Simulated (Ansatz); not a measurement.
Relaxation of a generated cell, Ga built in the AFLOW prototype A_mC12_5_3c (A19); 6 atoms in the cell, which starts as C2 (No. 5), mS12; a = 5.921 Å, b = 3.423 Å, c = 11.252 Å, α = γ = 90.00°, β = 92.00°. Level of theory: r2SCAN (plane waves to 500 eV, PAW, scalar-relativistic; Ansatz, an electronic-structure program). Γ-centred k-mesh 11×11×3 on the run's cell (coarser than for final values), Fermi–Dirac smearing 0.05 eV. This is the first round of the run. 

The optimiser's lines from the output (shortened; P is positive under compression):

```
relax step   1: F+E_penalty+E_count = -22739.95437345 eV  Δ(F+E_penalty+E_count) = +0.000e0 eV  max|allowed force component| = 1.485e0 eV/Å  Δτ_max = 0.0000 Å  P = +4.971 GPa  Ω = 113.971 Å³  (11 SCF iters, dr2 threshold 1.00e-7 eV, accepted)
relax step   2: F+E_penalty+E_count = -22740.54123094 eV  Δ(F+E_penalty+E_count) = -5.869e-1 eV  max|allowed force component| = 7.613e-1 eV/Å  Δτ_max = 0.1947 Å  P = +3.346 GPa  Ω = 111.270 Å³  (9 SCF iters, dr2 threshold 6.00e-7 eV, accepted)
relax step   3: F+E_penalty+E_count = -22740.84754044 eV  Δ(F+E_penalty+E_count) = -3.063e-1 eV  max|allowed force component| = 2.112e-1 eV/Å  Δτ_max = 0.2000 Å  P = +0.250 GPa  Ω = 113.003 Å³  (9 SCF iters, dr2 threshold 6.00e-7 eV, accepted)
relax step   4: F+E_penalty+E_count = -22740.95443999 eV  Δ(F+E_penalty+E_count) = -1.069e-1 eV  max|allowed force component| = 1.282e-1 eV/Å  Δτ_max = 0.2000 Å  P = -0.621 GPa  Ω = 113.050 Å³  (10 SCF iters, dr2 threshold 6.00e-7 eV, accepted)
relax step   5: F+E_penalty+E_count = -22741.03971104 eV  Δ(F+E_penalty+E_count) = -8.527e-2 eV  max|allowed force component| = 2.133e-1 eV/Å  Δτ_max = 0.1951 Å  P = -0.325 GPa  Ω = 111.382 Å³  (10 SCF iters, dr2 threshold 6.00e-7 eV, accepted)
relax step   6: F+E_penalty+E_count = -22741.01329938 eV  Δ(F+E_penalty+E_count) = +2.641e-2 eV  max|allowed force component| = 1.491e-2 eV/Å  Δτ_max = 0.0567 Å  P = +0.411 GPa  Ω = 108.731 Å³  (8 SCF iters, dr2 threshold 6.00e-7 eV, rejected (line search))
relax step   7: F+E_penalty+E_count = -22741.05613806 eV  Δ(F+E_penalty+E_count) = -1.643e-2 eV  max|allowed force component| = 7.964e-2 eV/Å  Δτ_max = 0.0818 Å  P = -0.407 GPa  Ω = 110.847 Å³  (14 SCF iters, accepted)
relax step   8: F+E_penalty+E_count = -22741.06383987 eV  Δ(F+E_penalty+E_count) = -7.702e-3 eV  max|allowed force component| = 4.702e-3 eV/Å  Δτ_max = 0.0385 Å  P = -0.138 GPa  Ω = 110.387 Å³  (7 SCF iters, dr2 threshold 6.00e-7 eV, accepted)
relax step   9: F+E_penalty+E_count = -22741.06424462 eV  Δ(F+E_penalty+E_count) = -4.047e-4 eV  max|allowed force component| = 1.185e-3 eV/Å  Δτ_max = 0.0031 Å  P = +0.242 GPa  Ω = 109.699 Å³  (6 SCF iters, dr2 threshold 5.46e-7 eV, accepted)
relax step  10: F+E_penalty+E_count = -22741.06448869 eV  Δ(F+E_penalty+E_count) = -2.441e-4 eV  max|allowed force component| = 1.697e-4 eV/Å  Δτ_max = 0.0004 Å  P = +0.008 GPa  Ω = 110.104 Å³  (4 SCF iters, dr2 threshold 4.31e-7 eV, accepted)
relax step  11: F+E_penalty+E_count = -22741.06448670 eV  Δ(F+E_penalty+E_count) = +1.987e-6 eV  max|allowed force component| = 3.233e-5 eV/Å  Δτ_max = 0.0001 Å  P = +0.001 GPa  Ω = 110.119 Å³  (4 SCF iters, dr2 threshold 1.75e-9 eV, accepted)
relax step  12: F+E_penalty+E_count = -22741.06333159 eV  Δ(F+E_penalty+E_count) = +1.155e-3 eV  max|allowed force component| = 3.252e-5 eV/Å  Δτ_max = 0.0000 Å  P = -0.010 GPa  Ω = 110.119 Å³  stress off target by 2.50e-2 GPa  SCF on the basis re-selected at this cell (its energy is not comparable with the rows above)  (8 SCF iters)
relax step  13: F+E_penalty+E_count = -22741.06334415 eV  Δ(F+E_penalty+E_count) = -1.256e-5 eV  max|allowed force component| = 3.856e-5 eV/Å  Δτ_max = 0.0000 Å  P = +0.000 GPa  Ω = 110.092 Å³  (5 SCF iters, dr2 threshold 1.56e-9 eV, accepted)
relax step  14: F+E_penalty+E_count = -22741.06333457 eV  Δ(F+E_penalty+E_count) = +9.578e-6 eV  max|allowed force component| = 3.857e-5 eV/Å  Δτ_max = 0.0000 Å  P = +0.000 GPa  Ω = 110.092 Å³  stress off target by 4.01e-3 GPa  SCF on the basis re-selected at this cell (its energy is not comparable with the rows above)  (5 SCF iters)
```

From the first to the last row the energy changes by -0.18 eV/atom and the volume by -3.4 %. The last row is marked as not comparable with the walk above it, whose basis was carried along; it does compare with step 1, since both stand on a basis selected at the nominal cutoff for their own cell.

Step 6 was rejected by the optimiser.

Later rounds, restarted from the end of this one on a renewed k-mesh, logged 8 more steps and released under 0.01 eV/atom more. The final structure after all rounds: R-3m, hexagonal axes (No. 166), hR1; a = b = 3.386 Å, c = 5.587 Å, α = β = 90.00°, γ = 120.00°. Between re-selections the logged energies stand on a plane-wave basis carried along with the cell. No spin polarisation in the result.

The run could not lose the symmetry of its start, so the end can be a saddle point.

The relaxed structure here is a generated cell of Ga: the first start was made by placing the elements on the sites of a structure type, and the end was not matched to a known phase here, so it may be hypothetical. Known forms of Ga include space group No. 64.
